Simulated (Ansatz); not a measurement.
InPd:
```xyz
2
Lattice="3.2669 0.0000 0.0000 0.0000 3.2669 0.0000 0.0000 0.0000 3.2669" Properties=species:S:1:pos:R:3 pbc="T T T"
In     0.0000     0.0000     0.0000
Pd     1.6335     1.6335     1.6335
```

Relaxed with r²SCAN.

Map the electron localisation function on the plane through (0.000, 0.000, 0.000) spanned by u = [1, 0, 0] and v = [0, 1, 1] in lattice vectors, from r²SCAN in the plane-wave PAW code Ansatz.

x is the fraction of u, y of v (the angle between them is 90°; rows are the nearest grid lines); atoms in the plane: In at (0.00, 0.00), Pd at (0.50, 0.50).
```
|00024334543342000|
|00024334543342000|
|00134334543343100|
|22343344544334322|
|44433344444333444|
|33333443334433333|
|33344433433444333|
|44443456665434444|
|44434678987643444|
|43335899999853334|
|33347997679974333|
|33348985458984333|
|33348985458984333|
|33347997679974333|
|43335899999853334|
|44434678987643444|
|44443456665434444|
|33344433433444333|
|33333443334433333|
|44433344444333444|
|22343344544334322|
|00134334543343100|
|00024334543342000|
|00024334543342000|
```
Scale: ten equal steps from 0.000 (start of '0') to 0.560 (end of '9'), in the order '0123456789'; x runs from 0.000 to 1.00, y from 0.000 (bottom) to 1.00 (top).

The density is the valence pseudo-density with augmentation charge, so density and ELF within about 1 Å of a nucleus are not all-electron values.

Space group Pm-3m (CsCl type). Symmetry was held in the r²SCAN relaxation; of distortions, only those at the zone centre were tested. No spin polarisation was allowed.

Potentials: the later of the program's two PAW sets.
